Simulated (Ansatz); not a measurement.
Ansatz input file:

```yaml
crystal:
  lattice:
    - [3.8945030053, 0.0, 0.0]
    - [-1.9472515027, 3.3727385376, 0.0]
    - [0.0, 0.0, 5.0515775754]
  atoms:
    - { symbol: Ni, position: [0.0, 0.0, 0.0] }
    - { symbol: Ni, position: [0.0, 0.0, 0.5] }
    - { symbol: Sb, position: [0.3333333333, 0.6666666667, 0.25] }
    - { symbol: Sb, position: [0.6666666667, 0.3333333333, 0.75] }
basis:
  ecutwfc: 420
kpoints:
  mp_grid: { grid: [12, 12, 8] }
hamiltonian:
  xc: pbe
scf:
  occupations: { method: gaussian, width: 0.1 }
output:
  forces: true
  stress: true
  eigenvalues: true
relax:
  adjacent_minimum: "off"
  f_tol: 0.01
  max_steps: 30
  cell: { stress_tol: 0.1, fix: [volume] }
```

Launched with
```bash
ansatz run input.yaml --threads 1 --pin off --max-ram 2560MiB --backend cpu --events-out ev --progress --plain --runs-dir out
```

These are results of DFT PBE, scalar-relativistic, plane waves, PAW in Ansatz 0.2.0, not measurements.

Part of what the program printed, abridged (iterations and final results):

```
SCF iter   1: F=—  HF=-24649.361601 eV  |F-HF|=—  |Δ(HF+E_count)|=         —  Δρ=5.80e-3  dr2=1.35e-2  ethr=1.77e-3  ⟨swp⟩=6.5  Hψ=15019  notcnv=0  defer=7
SCF iter   2: F=—  HF=-24649.360275 eV  |F-HF|=—  |Δ(HF+E_count)|=   1.33e-3  Δρ=1.92e-3  dr2=1.76e-3  ethr=2.05e-5  ⟨swp⟩=2.0  Hψ=6073  notcnv=0  defer=11
SCF iter   3: F=—  HF=-24649.360143 eV  |F-HF|=—  |Δ(HF+E_count)|=   1.31e-4  Δρ=7.55e-4  dr2=4.44e-4  ethr=2.67e-6  ⟨swp⟩=1.1  Hψ=3649  notcnv=0  defer=11
SCF iter   4: F=—  HF=-24649.360119 eV  |F-HF|=—  |Δ(HF+E_count)|=   2.38e-5  Δρ=1.55e-4  dr2=2.20e-5  ethr=6.73e-7  ⟨swp⟩=1.6  Hψ=3874  notcnv=0  defer=11
SCF iter   5: F=—  HF=-24649.360117 eV  |F-HF|=—  |Δ(HF+E_count)|=   2.29e-6  Δρ=4.88e-5  dr2=1.04e-6  ethr=3.33e-8  ⟨swp⟩=2.0  Hψ=5091  notcnv=0  defer=11
SCF iter   6: F=—  HF=-24649.360117 eV  |F-HF|=—  |Δ(HF+E_count)|=   1.11e-7  Δρ=1.16e-5  dr2=1.16e-7  ethr=1.52e-10  ⟨swp⟩=8.9  Hψ=19814  notcnv=0
SCF iter   7: F=-24649.360117 eV  HF=-24649.360117 eV  |F-HF|=8.37e-10  |Δ(HF+E_count)|=   4.78e-9  Δρ=3.31e-6  dr2=5.45e-9  ethr=1.52e-10  ⟨swp⟩=4.3  Hψ=13019  notcnv=0
SCF 1 converged in 7 iterations: F = -24649.360117 eV  dr2 = 5.45e-9
relax step   1: F+E_penalty+E_count = -24649.36011700 eV  Δ(F+E_penalty+E_count) = +0.000e0 eV  max|allowed force component| = 4.510e-17 eV/Å  Δτ_max = 0.0000 Å  P = +8.112 GPa  Ω = 66.353 Å³  fix = [volume]  reactions: volume +8.112 GPa (7 SCF iters, dr2 threshold 1.00e-7 eV, accepted)
Initial density: handed on by an earlier stage of this run
Initial wavefunctions: pseudopotential atomic-orbital guess (no wavefunctions were taken with the density)
SCF iter   1: F=—  HF=-24649.360118 eV  |F-HF|=—  |Δ(HF+E_count)|=         —  Δρ=3.44e-6  dr2=5.44e-9  ethr=1.09e-7  ⟨swp⟩=3.1  Hψ=25684  notcnv=0
SCF iter   2: F=—  HF=-24649.360117 eV  |F-HF|=—  |Δ(HF+E_count)|=   1.22e-6  Δρ=2.04e-6  dr2=2.47e-9  ethr=8.24e-12  ⟨swp⟩=3.1  Hψ=9086  notcnv=0
SCF iter   3: F=—  HF=-24649.360117 eV  |F-HF|=—  |Δ(HF+E_count)|=   1.59e-9  Δρ=9.94e-7  dr2=8.17e-10  ethr=3.75e-12  ⟨swp⟩=2.0  Hψ=4208  notcnv=0
SCF iter   4: F=-24649.360117 eV  HF=-24649.360117 eV  |F-HF|=1.82e-11  |Δ(HF+E_count)|=  5.71e-10  Δρ=3.13e-7  dr2=9.46e-11  ethr=1.24e-12  ⟨swp⟩=2.0  Hψ=4804  notcnv=0
SCF iter   5: F=-24649.360117 eV  HF=-24649.360117 eV  |F-HF|=2.18e-11  |Δ(HF+E_count)|=  2.55e-11  Δρ=2.27e-7  dr2=3.43e-11  ethr=1.00e-12  ⟨swp⟩=1.0  Hψ=3800  notcnv=0
SCF iter   6: F=-24649.360117 eV  HF=-24649.360117 eV  |F-HF|=7.28e-12  |Δ(HF+E_count)|=  7.28e-12  Δρ=3.77e-8  dr2=7.33e-13  ethr=1.00e-12  ⟨swp⟩=2.3  Hψ=11212  notcnv=0
SCF 2 converged in 6 iterations: F = -24649.360117 eV  dr2 = 7.33e-13
SCF converged after 6 iterations
Free energy (F): -24649.360117 eV
Harris-Foulkes:  -24649.360117 eV  (|F-HF|=7.28e-12)
Internal energy: -24649.352070 eV  (E = F + TS)
E sigma→0 (E₀):  -24649.356093 eV
Entropy (-TS):   -0.008047 eV (-2.012 meV/atom)
Fermi energy:    15.976274 eV
--- Per-component energies (eV) ---
  E_band       = -825.805246
  E_kinetic    = 990.925958
  E_local      = -10940.184606  (includes V_loc(G=0)·N_el)
  E_nonlocal   = 2007.408152
  E_hartree    = 4797.143237
  E_xc         = -449.759280
  E_vxc        = -415.945908  (∫ρ·V_xc dr)
  E_paw        = -12422.911014  (= ΣΔE_a)
  E_vpaw       = -2062.296301  (= ΣTr[D̂ρ^β])
  E_aug_tail   = 0.000996  (compensation charges beyond the density's cutoff)
  E_ewald      = -8631.975512
  E_smearing   = -0.008047  (= −TS)
--- Forces (eV/Å), atoms counted from 1 ---
  atom   1  Ni     0.00000000     0.00000000     0.00000000
  atom   2  Ni     0.00000000     0.00000000     0.00000000
  atom   3  Sb     0.00000000     0.00000000     0.00000000
  atom   4  Sb     0.00000000     0.00000000     0.00000000
--- Stress (GPa, compression-positive) ---
        8.124262       0.000000       0.000000
        0.000000       8.124262       0.000000
        0.000000       0.000000       8.086199
  P = ⅓ Tr σ = 8.1116 GPa (81.116 kbar)
--- Band table (eV; the first three rows and the last of 95) ---
  k-point 0: bands = ["-87.4278", "-87.4184", "-47.8711", "-47.8711", "-47.8614", "-47.8614", "-47.8510", "-47.7492", "-13.3810", "-13.3810", "-13.3586", "-13.3385", "-13.3200", "-13.3200", "-13.3198", "-13.3198", "-13.3123", "-13.3123", "2.6624", "7.4776", "9.4806", "11.8277", "11.8277", "12.6081", "13.2253", "13.2253", "13.7306", "13.7306", "14.5630", "14.5630", "15.9476", "16.5066", "16.5066", "18.4999", "18.4999", "19.0753", "20.1460", "21.4775", "22.4829", "22.4829"]
  k-point 1: bands = ["-87.4274", "-87.4187", "-47.8707", "-47.8707", "-47.8618", "-47.8618", "-47.8472", "-47.7531", "-13.3798", "-13.3798", "-13.3577", "-13.3392", "-13.3269", "-13.3269", "-13.3185", "-13.3185", "-13.3081", "-13.3081", "2.7550", "6.8629", "10.1845", "11.8831", "11.8831", "12.6653", "13.2620", "13.2620", "13.6383", "13.6383", "14.4460", "14.4460", "15.8647", "16.7018", "16.7018", "18.4934", "18.4934", "19.2376", "19.6733", "21.5989", "22.2825", "22.2825"]
  k-point 2: bands = ["-87.4264", "-87.4197", "-47.8697", "-47.8697", "-47.8628", "-47.8628", "-47.8362", "-47.7642", "-13.3760", "-13.3760", "-13.3553", "-13.3411", "-13.3380", "-13.3380", "-13.3149", "-13.3149", "-13.3045", "-13.3045", "3.0320", "5.8634", "11.4039", "12.0457", "12.0457", "12.8192", "13.3681", "13.3681", "13.3774", "13.3774", "14.2118", "14.2118", "15.7012", "17.1511", "17.1511", "18.4583", "18.4583", "18.6379", "19.6968", "21.7666", "21.9087", "21.9087"]
  k-point 94: bands = ["-87.4231", "-87.4231", "-47.8667", "-47.8667", "-47.8665", "-47.8665", "-47.8002", "-47.8002", "-13.3697", "-13.3697", "-13.3520", "-13.3520", "-13.3191", "-13.3191", "-13.3102", "-13.3102", "-13.3102", "-13.3102", "6.2537", "6.2537", "10.1220", "10.1220", "10.6594", "10.6594", "13.0678", "13.0678", "13.7725", "13.7725", "13.8304", "13.8304", "14.4786", "14.4786", "14.5950", "14.5950", "20.4077", "20.4077", "23.5409", "23.5409", "24.0203", "24.0203"]
--- Relaxed structure (1 steps of the walk, 1 accepted, 1 SCFs on fresh bases) ---
  F+E_penalty+E_count = -24649.36011700 eV   max|allowed force component| = 3.585e-17 eV/Å   (the final SCF, on the basis selected at the relaxed cell)
  cell:  # Å, volume = 66.3532 Å³
    - [3.89450300, 0.0, 0.0]
    - [-1.94725150, 3.37273853, 0.0]
    - [0.0, 0.0, 5.0515775754]
  atoms:
    - { symbol: Ni, position: [0.0, 0.0, 0.0] }
    - { symbol: Ni, position: [0.0, 0.0, 0.5] }
    - { symbol: Sb, position: [0.33333333, 0.66666666, 0.25] }
    - { symbol: Sb, position: [0.66666666, 0.33333333, 0.75] }
```

The relaxation met its thresholds.

It took 15 s on 1 thread of Intel(R) Xeon(R) 6975P-C (Granite Rapids), on a shared host, peak memory 0.56 GiB.